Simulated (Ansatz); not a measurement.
Each is relaxed and computed with DFT-PBE in the program Ansatz with PAW potentials. Which is the only metal?
A) Y2Si, P-62m (Y on 3f, Y on 3g, Si on 1b, Si on 2c)
B) SiO2, P4_12_12 (Si on 4a, O on 8b)
C) Y3Te3N, P2_1/c (Pearson symbol mP28)
D) SiC, P6_222 (Si on 3d, C on 3c)

A, Y2Si, P-62m (Y on 3f, Y on 3g, Si on 1b, Si on 2c). Y2Si: metal; SiC: gap 0.87 eV (indirect); Y3Te3N: gap 1.14 eV (direct); SiO2: gap 5.51 eV (direct). Constructed cells (a structure type filled with these elements, in neither database checked): Y2Si, P-62m (Y on 3f, Y on 3g, Si on 1b, Si on 2c); SiC, P6_222 (Si on 3d, C on 3c). Not the usual ambient phase: SiC, P6_222 (Si on 3d, C on 3c). Standing as an ambient phase not checked: Y3Te3N, P2_1/c (Pearson symbol mP28). All cells were relaxed under the symmetry of their starts (and spin orders); stability against distortions was not tested throughout. Rows with no word on spin ran without spin polarisation. Scalar-relativistic: spin–orbit coupling is off unless named, which matters more the heavier the elements.

Potentials: the later of the program's two PAW sets.
